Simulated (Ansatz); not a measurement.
RhSe$_{2}$ in space group Pa-3 (No. 205; Rh on 4a, Se on 8c), the program Ansatz at the r²SCAN level (PAW), all energies at zero smearing, with the estimated change up to a 700 eV cutoff added, with one set of potentials and settings (totals compare only within such a set). Cell of 12 atoms (4 Rh, 8 Se): -69491.577 eV.

```tsv
element	reference phase	E (eV/atom)
Rh	Fm-3m, 1 atoms in the cell	-6415.2735
Se	P3_121, 3 atoms in the cell	-5478.1269
```

Formation energy per atom, worked out: (-69491.577 − 4×(-6415.2735) − 8×(-5478.1269))/12 = -0.456 eV/atom (-44 kJ per mol of atoms), at 0 K, without zero-point energy or fitted corrections.

The workflow started from an entry of the Crystallography Open Database (COD). Its standing as an ambient phase is unchecked. The cell was relaxed with r²SCAN under the symmetry of its start; its stability against distortions is not shown here. The run is not spin-polarised. The references are the lowest solids computed at this level, not always the standard phases.

Potentials: the later of the program's two PAW sets.
